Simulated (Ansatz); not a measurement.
Free-standing sheets of MoAs4Ge2, MA2Z4 (prismatic core, outer Z over the empty site)-type layer and Te, β-tellurene-type layer are relaxed with plane-wave PAW PBE (Ansatz code). Aligned at the vacuum level, what band offsets and what type of junction result?

MoAs4Ge2: VBM -4.96, CBM -4.50 eV; Te: VBM -4.84, CBM -3.57 eV. Valence offset 0.12 eV (Te higher), conduction offset 0.93 eV (MoAs4Ge2 lower): type II (staggered).

Natural alignment of Kohn–Sham levels: no interface dipole, strain or quasiparticle shift.

All cells were relaxed under the symmetry of their starts (and spin orders); stability against distortions was not tested throughout. Rows with no word on spin ran without spin polarisation. Scalar-relativistic: spin–orbit coupling is off unless named, which matters more the heavier the elements. Constructed layers (a layer type filled with these elements): MoAs4Ge2, MA2Z4 (prismatic core, outer Z over the empty site)-type layer; Te, β-tellurene-type layer.

Potentials: the later of the program's two PAW sets.

Edges and masses are those of Kohn–Sham bands, whose gap is no quasiparticle gap.
